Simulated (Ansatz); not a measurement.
Given:

CuIr2S4:
```
CuIr2S4
1.0
    0.00000     4.85407     4.85407
    4.85407     0.00000     4.85407
    4.85407     4.85407     0.00000
Cu Ir S
2 4 8
Direct
  0.50000   0.50000   0.50000
  0.75000   0.75000   0.75000
  0.12500   0.12500   0.12500
  0.62500   0.12500   0.12500
  0.12500   0.12500   0.62500
  0.12500   0.62500   0.12500
  0.88417   0.88417   0.88417
  0.90250   0.36583   0.36583
  0.88417   0.88417   0.34750
  0.36583   0.90250   0.36583
  0.34750   0.88417   0.88417
  0.36583   0.36583   0.36583
  0.88417   0.34750   0.88417
  0.36583   0.36583   0.90250
```

This is the LDA-relaxed structure.

### Question
All from plane-wave PAW LDA (Ansatz code), unless another level is named. Predict the electronic character.

### Answer
metallic (no gap).

### Question
And the formation energy from the elements (no fitted shifts)?

### Answer
-0.48 eV/atom.

### Question
Predict the density of states at the Fermi level.

### Answer
0.50 states/eV per atom (mean over ±0.08 eV).

Space group Fd-3m (spinel). The workflow started from an entry of the Crystallography Open Database (COD, 295 K), which files this formula under 2 space groups. Whether it is the stable phase at ambient conditions was not checked. The cell was relaxed with LDA under the symmetry of its start; of distortions, only those at the zone centre were tested. The run is not spin-polarised. The references are the lowest solids computed at this level, not always the standard phases. Scalar-relativistic: spin–orbit coupling is off unless named, which matters more the heavier the elements.

Potentials: the later of the program's two PAW sets.
